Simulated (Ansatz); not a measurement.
Relaxed TiSi₂ (C49 type, space group Cmcm):

```
TiSi2
1.0
    1.77307    -6.78170     0.00000
    1.77307     6.78170     0.00000
    0.00000     0.00000     3.57984
Si Ti
4 2
Direct
  0.94083   0.05917   0.75000
  0.05917   0.94083   0.25000
  0.25028   0.74972   0.75000
  0.74972   0.25028   0.25000
  0.60319   0.39681   0.75000
  0.39681   0.60319   0.25000
```

In each cell atom 2 (Si, nearest neighbour Si at 2.404 Å; its periodic images, 3.5 Å or more away, move with it) moves by s·(0.577, 0.577, 0.577) (along Cartesian [111]), the rest being held.

These are PBE (plane waves to 420 eV, PAW, scalar-relativistic; Ansatz, a quantum-chemistry and plane-wave program) values and carry that method's errors. k mesh 11×11×11 (Γ-centred), Fermi-Dirac smearing 0.05 eV. Energies are smeared free energies. With partly filled bands, energies and forces of such displacements shift with the k mesh and the smearing. This is one of several known forms of TiSi2; the measured ambient cells at hand have space group No. 70. TiSi2 is run without spin polarisation. TiSi2 was relaxed with its symmetry unable to fall. ΔE is measured from the undisplaced structure. The last digit holds for this mesh only.

```json
[
 {"s (Å)": "-0.240", "ΔE (meV/cell)": "283.0"},
 {"s (Å)": "-0.192", "ΔE (meV/cell)": "withheld"},
 {"s (Å)": "-0.144", "ΔE (meV/cell)": "102.3"},
 {"s (Å)": "-0.096", "ΔE (meV/cell)": "45.8"},
 {"s (Å)": "-0.048", "ΔE (meV/cell)": "11.5"},
 {"s (Å)": "0.000", "ΔE (meV/cell)": "0.0"},
 {"s (Å)": "0.048", "ΔE (meV/cell)": "11.8"},
 {"s (Å)": "0.096", "ΔE (meV/cell)": "48.0"},
 {"s (Å)": "0.144", "ΔE (meV/cell)": "109.8"},
 {"s (Å)": "0.192", "ΔE (meV/cell)": "198.9"},
 {"s (Å)": "0.240", "ΔE (meV/cell)": "317.2"}
]
```

**Question.** Fit a polynomial form (powers 2, 3, 4) to the given rows and predict ΔE at s = -0.192.

**Answer.** Least squares on the 10 given rows: ΔE = (5062)·s² + (1238)·s³ + (2565)·s⁴, in meV/cell with s in Å; root-mean-square residual 0.04 meV/cell. At -0.192 the fit gives 181.3 meV/cell; the calculation gives 181.3 meV/cell, the same to the digits shown. The quadratic term alone would give 186.6 meV/cell.

(For displaced atoms, the force is minus the slope of the energy, and its curvature is a force constant, which sets phonon frequencies.)
